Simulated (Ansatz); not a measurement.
Density of states of a Cu3Ni12Ir cell (elements on a fcc lattice, relaxed), per eV and atom, broadened by Gaussian smearing of width 0.1 eV and averaged over bins of 0.3 eV, from 8 eV under the Fermi level at most up to where the solved bands end.

Method: DFT r2SCAN, scalar-relativistic, plane waves, PAW (Ansatz 0.2.0).

Settings: cutoff 500 eV, Γ-centred mesh 4×5×5 on the computed 16-atom cell, Gaussian smearing of 0.10 eV; collinear spin from starting moments 0.75 0.75 0.75 0.78 0.75 0.75 0.78 0.78 0.91 0.75 0.78 0.75 0 0 0 0.78 μB.

```xyz
16
Lattice="-3.5334 3.5261 -3.5317 3.5327 3.5264 3.5326 3.5219 -3.5270 -3.5212" Properties=species:S:1:pos:R:3 pbc="T T T"
Ni    1.7652   -1.7641   -3.5137
Ni    0.0315    0.0054   -3.5213
Ni    1.7819    1.7632   -3.5317
Ni    1.7628   -0.0176   -1.7772
Ni    0.0297    3.5191   -3.5206
Ni   -1.7632    1.7613   -3.5380
Ni    1.7627    3.5414   -1.7784
Ni   -0.0018    7.0342   -0.0112
Ni    0.0238    5.2885   -1.7503
Ni    1.7748   -0.0078   -5.2655
Ni   -0.0041    3.5432   -0.0119
Ni    5.3084    0.0060   -1.7329
Cu   -0.0212    1.7620   -5.2663
Cu    3.5626    1.7617   -1.7837
Cu   -0.0157    1.7623   -1.7899
Ir    1.7875    1.7639    0.0130
```

| E − E_F (eV) | total | Ni 3d | Cu 3d | Ni 4s | Ir 5d |
| --- | --- | --- | --- | --- | --- |
| -7.90 | 0.086 | 0.002 | 0.001 | 0.057 | 0.000 |
| -7.60 | 0.094 | 0.003 | 0.001 | 0.062 | 0.001 |
| -7.30 | 0.129 | 0.005 | 0.002 | 0.082 | 0.002 |
| -7.00 | 0.170 | 0.010 | 0.004 | 0.106 | 0.005 |
| -6.70 | 0.174 | 0.013 | 0.005 | 0.103 | 0.008 |
| -6.40 | 0.160 | 0.017 | 0.007 | 0.086 | 0.011 |
| -6.10 | 0.331 | 0.050 | 0.020 | 0.152 | 0.039 |
| -5.80 | 0.281 | 0.059 | 0.023 | 0.103 | 0.049 |
| -5.50 | 0.670 | 0.207 | 0.084 | 0.161 | 0.157 |
| -5.20 | 0.929 | 0.304 | 0.146 | 0.192 | 0.224 |
| -4.90 | 0.737 | 0.288 | 0.151 | 0.116 | 0.135 |
| -4.60 | 0.997 | 0.490 | 0.252 | 0.118 | 0.083 |
| -4.30 | 1.323 | 0.727 | 0.367 | 0.100 | 0.073 |
| -4.00 | 1.575 | 0.853 | 0.537 | 0.059 | 0.068 |
| -3.70 | 1.667 | 0.884 | 0.636 | 0.036 | 0.057 |
| -3.40 | 1.786 | 0.952 | 0.679 | 0.040 | 0.058 |
| -3.10 | 1.879 | 1.114 | 0.582 | 0.051 | 0.061 |
| -2.80 | 2.310 | 1.524 | 0.573 | 0.058 | 0.077 |
| -2.50 | 2.174 | 1.555 | 0.430 | 0.060 | 0.051 |
| -2.20 | 2.141 | 1.555 | 0.378 | 0.059 | 0.051 |
| -1.90 | 2.115 | 1.658 | 0.288 | 0.046 | 0.045 |
| -1.60 | 2.263 | 1.917 | 0.200 | 0.040 | 0.045 |
| -1.30 | 2.380 | 2.065 | 0.188 | 0.030 | 0.049 |
| -1.00 | 2.576 | 2.233 | 0.219 | 0.033 | 0.051 |
| -0.70 | 1.793 | 1.487 | 0.113 | 0.036 | 0.122 |
| -0.40 | 1.652 | 1.348 | 0.119 | 0.035 | 0.112 |
| -0.10 | 1.132 | 0.901 | 0.073 | 0.052 | 0.060 |
| 0.20 | 0.940 | 0.709 | 0.044 | 0.059 | 0.073 |
| 0.50 | 0.760 | 0.565 | 0.021 | 0.055 | 0.066 |
| 0.80 | 0.565 | 0.363 | 0.018 | 0.070 | 0.051 |
| 1.10 | 0.331 | 0.143 | 0.013 | 0.070 | 0.022 |
| 1.40 | 0.259 | 0.093 | 0.009 | 0.064 | 0.016 |

The columns after the total are the largest Löwdin projections on the valence shells of the potentials, so they needn't add up, and the weight of a shell that a potential lacks goes to other orbitals. The cell has no gap on the mesh.

The state reached may not be the lowest one. The k mesh is coarse. Spin-orbit coupling is left out, which matters for the bands of heavy elements.

Cost: 2 runs of about 50 core-minutes in all (earlier runs that led there not counted), on Intel Xeon Platinum 8559C (Emerald Rapids) (shared hosts).